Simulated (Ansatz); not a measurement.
Fields on a plane of Nb4GaSe8 (space group F-43m)

```
Nb4GaSe8
1.0
    0.00000     5.18251     5.18251
    5.18251     0.00000     5.18251
    5.18251     5.18251     0.00000
Nb Ga Se
4 1 8
Direct
  0.14702   0.14702   0.55894
  0.14702   0.55894   0.14702
  0.55894   0.14702   0.14702
  0.14702   0.14702   0.14702
  0.75000   0.75000   0.75000
  0.88529   0.88529   0.34414
  0.88529   0.34414   0.88529
  0.34414   0.88529   0.88529
  0.88529   0.88529   0.88529
  0.38598   0.38598   0.38598
  0.38598   0.38598   0.84206
  0.38598   0.84206   0.38598
  0.84206   0.38598   0.38598
```

The slice is a {100} plane (indices of the conventional cell) through the point (0.386, 0.386, 0.386) (fractional), spanned by u = [100] and v = [0 1 -1] in vectors of this cell: u (7.33 Å) and v (7.33 Å, at 90° to u). It covers one period; positions are fractions (u, v).

Atoms on it: Se at (0.96, 0.50); Se at (0.50, 0.50); Se at (0.00, 0.00); Se at (0.46, 0.00). Other atoms lie within 1 Å of the plane.

Level of theory: PBEsol (plane waves to 420 eV, PAW, scalar-relativistic; Ansatz, a program for electronic structure). k mesh 6×6×6. Near the nuclei the fields are pseudised (PAW); where an atom keeps semicore shells as valence, they peak there. Nb4GaSe8 is run without spin polarisation. Nb4GaSe8 was relaxed with its symmetry unable to fall.

```
|xx%@@+..#@@%xxx#%#=-:--+#%#x|
|#%@@%=..*@@@##%@%+::-::-*%%#|
|@@@@#-  =%@@@@@@#-:+##=:=#@@|
|%%%#=.  :+#%%%%#=:+%@@%=:+%%|
|#*+-.    :=**#*+:-%@xx@#--+#|
|-:.       ..:--:.=%@xx@%-.:-|
|.            ....-#@xx@#:...|
|:.          .:-:..=#%%#=.:--|
|*=-.      .-+*##+::-+=-:-+##|
|%#*=:   .:=*#%@@@*-....-#@@@|
|@%#*-...:=*%%@@@@@*:..-#@@@@|
|%%%#+:..-*#%%##%@@%=.:+%@@%#|
|x%%%*-::=*%%#xxx%@%=.:+%@#xx|
|x#@%*-::=#%%*xxx#%%=.:+%%xxx|
|x%%%*-::=*%%#xxx%@%=.:+%@#xx|
|%%%#+:..-*#%%##%@@%=.:+%@@%#|
|@%#*-...:=*%%@@@@@*:..-#@@@@|
|%#*=:   .:=*#%@@@*-....-#@@@|
|*=-.      .-+*##+::-+=-:-+##|
|:.          .:-:..=#%%#=.:--|
|.            ....-#@xx@#:...|
|-:.       ..:--:.=%@xx@%-.:-|
|#*+-.    :=**#*+:-%@xx@#--+#|
|%%%#=.  :+#%%%%#=:+%@@%=:+%%|
|@@@@#-  =%@@@@@@#-:+##=:=#@@|
|#%@@%=..*@@@##%@%+::-::-*%%#|
|xx%@@+..#@@%xxx#%#=-:--+#%#x|
|xx%@@*.:#@@xxxx#%#*====*%%*x|
```
Scale: ten equal steps from 0.01 (start of ' ') to 0.85 (end of '@'), in the order ' .:-=+*#%@'. Values: electron localisation function (ELF). The map has 28 points along u (one character each, u = 0 at the left) and 28 along v (v = 0 in the bottom row). Points within 0.5 Å of a nucleus are blanked (x), as the pseudised field means little there.

```
v \ u  0.00  0.11  0.21  0.32  0.43  0.54  0.64  0.75  0.86  0.96
-----  ----  ----  ----  ----  ----  ----  ----  ----  ----  ----
0.96      x     x   7.5  <0.0     x     x   2.7   1.7  <0.0     x
0.86   <0.0   5.4   8.5   6.8  <0.0   1.6     x     x  <0.0  <0.0
0.75    8.0   8.5   8.6   8.6   8.3   4.9     x     x  <0.0   7.2
0.64    0.4   6.9   7.5   7.4   2.7  <0.0   1.1  <0.0   2.3  <0.0
0.54      x   0.9   5.7   4.4     x     x  <0.0   6.3     x     x
0.43      x   3.2   6.3   5.4     x     x   2.2   5.5     x     x
0.32    5.9   7.9   8.0   8.0   6.5   4.5  <0.0     x   1.3   5.2
0.21    7.5   8.3   8.7   8.5   7.7   4.4     x     x  <0.0   6.8
0.11      x   1.1   8.2   4.7     x     x  <0.0     x  <0.0     x
0.00      x     x   7.4     x     x     x   3.7   3.8  <0.0     x
```

Values: electrostatic potential energy of an electron, from the cell's mean, in eV. Points within 1 Å of a nucleus are blanked (x), as the pseudised field means little there. Values under 0 eV are set to 0. The zero, the cell's mean, hangs on the PAW cores.
